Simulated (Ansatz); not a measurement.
Start of a relaxation, CH put at a top Co site (Co, P6_3/mmc (No. 194), (0 0 1) face):

```xyz
5
Lattice="2.4564 0.0000 0.0000 -1.2282 2.1273 0.0000 0.0000 0.0000 24.0695" Properties=species:S:1:pos:R:3 pbc="T T T"
Co    1.2282    0.7091    8.5000
Co    0.0000    1.4182   10.4563
Co    1.2282    0.7091   12.4123
C     1.2282    0.7091   14.4323
H     1.2282    0.7091   15.5323
```

Method: DFT PBEsol, scalar-relativistic, plane waves, PAW (Ansatz). Plane waves to 420 eV, a k mesh through Γ of 12×12×1 on the computed 5-atom cell and Gaussian smearing (0.10 eV); collinear spin from starting moments 1.94 1.89 1.94 1 0 μB. The cell repeats along c with a dipole correction in the vacuum.

Atoms 1 (counted from 1) are held. The cell is fixed. Force threshold 0.03 eV/Å.

**Question.** Where does it end?

**Answer.** The energy falls by 0.544 eV in 7 steps, to:

```
Co C H
1.0
     2.45642    0.00000    0.00000
    -1.22821    2.12732    0.00000
     0.00000    0.00000   24.06947
Co C H
3 1 1
Direct
  0.66667 0.33333 0.35314
  0.33333 0.66667 0.43242
  0.66667 0.33333 0.51823
  0.66667 0.33333 0.58816
  0.66667 0.33333 0.63384
```

The end is the local minimum or symmetric point that this start leads to. The slab is only 4.0 Å thick, so the energy isn't converged with thickness.

Cost: 1 run of about 2.4 core-minutes, on Arm Neoverse V2 (shared hosts).